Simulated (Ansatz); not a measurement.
ZnSnP₂:
```
CELL_PARAMETERS angstrom
     -2.81075     2.81075     5.64070
      2.81075    -2.81075     5.64070
      2.81075     2.81075    -5.64070
ATOMIC_POSITIONS crystal
  Zn 0.75000 0.25000 0.50000
  Zn 0.00000 0.00000 0.00000
  Sn 0.25000 0.75000 0.50000
  Sn 0.50000 0.50000 0.00000
  P  0.37500 0.35054 0.47554
  P  0.64946 0.12500 0.02446
  P  0.87500 0.89946 0.52446
  P  0.10054 0.62500 0.97554
```

Plane-wave PAW PBEsol (Ansatz code) gives a gap of 0.80 eV without spin–orbit coupling, maximum at Γ, minimum at Γ.

### Question
What happens when spin–orbit coupling is switched on?

### Answer
The gap shrinks by 0.03 eV, to 0.77 eV; maximum at Γ, minimum at Γ.

### Question
Give the electron effective mass with spin–orbit coupling.

### Answer
0.066, 0.066, 0.071 mₑ (principal values).

### Question
Give the hole effective mass with spin–orbit coupling.

### Answer
0.12 along x, 0.36 along z (mₑ).

Space group I-42d (chalcopyrite). Symmetry was held in the PBEsol relaxation.

Potentials: the later of the program's two PAW sets.
